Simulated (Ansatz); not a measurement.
B$_{6}$As:
```xyz
14
Lattice="3.0614 1.7675 3.9479 -3.0614 1.7675 3.9479 0.0000 -3.5350 3.9479" Properties=species:S:1:pos:R:3 pbc="T T T"
B      0.0000    -1.0923     1.4055
B      0.0000     1.0923    10.4382
B      0.9459     0.5461     1.4055
B     -0.9459    -0.5461    10.4382
B     -0.9459     0.5461     1.4055
B      0.9459    -0.5461    10.4382
B      1.6813    -0.9707     7.5649
B     -1.6813     0.9707     4.2788
B      0.0000     1.9414     7.5649
B      0.0000    -1.9414     4.2788
B     -1.6813    -0.9707     7.5649
B      1.6813     0.9707     4.2788
As     0.0000     0.0000     7.1156
As     0.0000     0.0000     4.7280
```

Cartesian axes are those of the cell as given.

Give the high-frequency dielectric tensor and the Born effective charge tensors of the independent atoms from DFPT, plane-wave PAW PBEsol (Ansatz code).


ε∞:
```
7.67  0.00  0.00
0.00  7.67  0.00
0.00  0.00  7.90
```
Z* of atom 1 (B), rows: field, columns: displacement, in e:
```
-0.33   0.00   0.00
 0.00   0.03  -0.25
 0.00  -0.36  -0.04
```
Z* of atom 7 (B), rows: field, columns: displacement, in e:
```
 0.11  -0.41   0.11
-0.41  -0.36  -0.06
 0.31  -0.18  -0.38
```
Z* of atom 13 (As), rows: field, columns: displacement, in e:
```
0.84  0.00  0.00
0.00  0.84  0.00
0.00  0.00  1.28
```

Space group R-3m. The workflow started from a Materials Project entry (that database holds measured and hypothetical structures alike); the Crystallography Open Database copy checked does not list it. Whether it is the stable phase at ambient conditions was not checked. The cell was relaxed with PBEsol under the symmetry of its start; its stability against distortions is not shown here. Scalar-relativistic: spin–orbit coupling is off unless named, which matters more the heavier the elements.

Potentials: the later of the program's two PAW sets.
